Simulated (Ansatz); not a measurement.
Data:

LaAl3:
```xyz
8
Lattice="6.7362 0.0000 0.0000 -3.3681 5.8337 0.0000 0.0000 0.0000 4.5706" Properties=species:S:1:pos:R:3 pbc="T T T"
La     0.0000     3.8891     1.1427
La     3.3681     1.9446     3.4280
Al     3.3681     4.2488     1.1427
Al     0.0000     1.5849     3.4280
Al    -1.9955     5.0413     3.4280
Al     5.3636     0.7925     1.1427
Al     1.3726     0.7925     1.1427
Al     1.9955     5.0413     3.4280
```

This is the r²SCAN-relaxed structure.

**Question.** All from the program Ansatz at the r²SCAN level (PAW), unless another level is named. Give the formation energy from the elements (no fitted shifts).

**Answer.** -0.49 eV/atom.

**Question.** Next, the density of states at the Fermi level?

**Answer.** 0.35 states/eV per atom (mean over ±0.08 eV).

Space group P6_3/mmc. The workflow started from a Materials Project entry (that database holds measured and hypothetical structures alike); the Crystallography Open Database copy checked does not list it. Its standing as an ambient phase is unchecked. Symmetry was held in the r²SCAN relaxation; whether a distortion lowers the energy is not shown. The references are the lowest solids computed at this level, not always the standard phases. Scalar-relativistic: spin–orbit coupling is off unless named, which matters more the heavier the elements.

Potentials: the later of the program's two PAW sets.
